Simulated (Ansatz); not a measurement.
Level of theory: Ansatz 0.2.0, DFT PBE, scalar-relativistic, plane waves, PAW. All cells share a 420 eV cutoff and Γ-centred k meshes spaced at most about 0.3 Å⁻¹ (about 0.25 or finer for metals, 2π included). No spin polarisation in the final relaxations.

Temperature and zero-point effects are left out. All come from trial cells, and lower structures may exist.

**Question.** Order these relaxed structures of KSrRe4 by energy, lowest first, with the energy over the lowest of them.
A.

```xyz
6
Lattice="0.0000 3.9013 3.9013 3.9013 0.0000 3.9013 3.9013 3.9013 0.0000" Properties=species:S:1:pos:R:3 pbc="T T T"
K     1.9506    1.9506    1.9506
Sr    0.0000    0.0000    0.0000
Re    2.9272    4.8754    2.9272
Re    2.9272    2.9272    4.8754
Re    4.8754    4.8754    4.8754
Re    4.8754    2.9272    2.9272
```

B.

```xyz
6
Lattice="5.6029 0.0000 0.0000 -2.8014 4.8522 0.0000 0.0000 0.0000 4.4396" Properties=species:S:1:pos:R:3 pbc="T T T"
K     0.0000    0.0000    0.0000
Sr    2.8014    1.6174    0.0000
Re    0.0000    3.2348    0.0000
Re    1.3704    4.0260    2.2198
Re   -1.3704    4.0260    2.2198
Re    0.0000    1.6524    2.2198
```

**Answer.** A (0 meV/atom), B (289 meV/atom). Forms: A F-43m; B P-6m2. Counting all near atoms (those within 1.25 times the shortest distance at each site; a plus sign parts nearer from farther groups; a slash parts the counts of unlike sites): A has K 16, Sr 16, Re 6+6; B has K 6+6, Sr 6+12, Re 8/6+6. Even the lowest lies +0.98 eV/atom against the elements.

Spin–orbit coupling, which can matter for Re, is left out. Cells relaxed within their symmetry can be saddle points. Some candidate types were left out of the draw beforehand, so a known form may be missing.
